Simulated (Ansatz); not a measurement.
Ca5Au2 in space group C2/c (No. 15; Au on 8f, Ca on 4e, Ca on 8f, Ca on 8f), DFT-PBE in the program Ansatz with PAW potentials, all energies at zero smearing, with the estimated change up to a 700 eV cutoff added, with one set of potentials and settings (totals compare only within such a set). Cell of 14 atoms (4 Au, 10 Ca): -70773.742 eV.

| element | reference phase | E (eV/atom) |
|---|---|---|
| Au | Fm-3m, 1 atoms in the cell | -13149.3277 |
| Ca | Fm-3m, 1 atoms in the cell | -1816.8597 |

Formation energy per atom, worked out: (-70773.742 − 4×(-13149.3277) − 10×(-1816.8597))/14 = -0.560 eV/atom (-54 kJ per mol of atoms), at 0 K, without zero-point energy or fitted corrections.

The workflow started from an entry of the Crystallography Open Database (COD). Its standing as an ambient phase is unchecked. The cell was relaxed with PBE under the symmetry of its start; whether a distortion lowers the energy is not shown. The references are the lowest solids computed at this level, not always the standard phases. Spin–orbit coupling is left out wherever it is not named.

Potentials: the later of the program's two PAW sets.
